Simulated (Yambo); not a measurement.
Input:

```
GaP
1.0
    0.00000     2.66557     2.66557
    2.66557     0.00000     2.66557
    2.66557     2.66557     0.00000
P Ga
1 1
Cartesian
  3.99835   3.99835   3.99835
  5.33114   5.33114   5.33114
```

Workflow: PBE (stringent potentials; Quantum ESPRESSO, PseudoDojo norm-conserving, 114 Ry, no spin-orbit coupling), then G0W0 in Yambo (4×4×4 Γ-centred k mesh, bands 5 to 180 and a 15 Ry block in the screening, 180 bands in G with the Bruneval-Gonze terminator, plasmon pole fitted at 27.2 eV).

Task: Give the PBE and G0W0 gaps between the band edges found on this mesh, and say where the edges lie.

Result: Edges: Γ → X. PBE: 1.51 eV; G0W0: 2.22 eV. Convergence of the G0W0 settings was not tested. Spin-orbit splittings are left out.

Geometry strained from the cell relaxed with PBEsol, atoms relaxed again.
